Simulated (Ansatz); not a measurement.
Magnetic orders of YMn3

Theory: Ansatz, DFT PBE, scalar-relativistic, plane waves, PAW.

```yaml
crystal:
  lattice:
    - [4.10086, 0.00000, 0.00000]
    - [0.00000, 4.10086, 0.00000]
    - [0.00000, 0.00000, 4.10086]
  atoms:
    - { symbol: Mn, position: [0.00000, 0.50000, 0.50000] }
    - { symbol: Mn, position: [0.50000, 0.00000, 0.50000] }
    - { symbol: Mn, position: [0.50000, 0.50000, 0.00000] }
    - { symbol: Y, position: [0.00000, 0.00000, 0.00000] }
```

* plane-wave cutoff: 420 eV
* Γ-centred k-mesh: 10×10×10
* occupation rule: Gaussian smearing, 0.1 eV
* list of starting moments (μB, in atom order): 4 4 4 0
* check for lower electronic states after the SCF: off

Each order was relaxed in cell and atoms. Site moments are spin moments in atom-centred spheres that scale with the neighbour distance. The states are those that the runs reached from these starts; a lower one can exist. No antiferromagnetic start is among these.

Question: Starts tried: no spin; ferromagnetic. Which state comes out lowest, and what are the moments?

Answer: The lowest state is ferromagnetic, reached from the start “ferromagnetic”, with site moments (μB) Mn +3.28 (×3), Y -0.17.

```tsv
start	ends	energy above lowest (meV/atom)	site moments (μB)	gap on mesh (eV)	volume (Å³/atom)
no spin	non-magnetic	492	none over 0.05	metal	14.72
ferromagnetic	ferromagnetic	0.00	Mn +3.28 (×3), Y -0.17	metal	17.24
```

Cost: 2 runs of about 1.1 core-minutes in all, on Arm Neoverse V2 (shared hosts).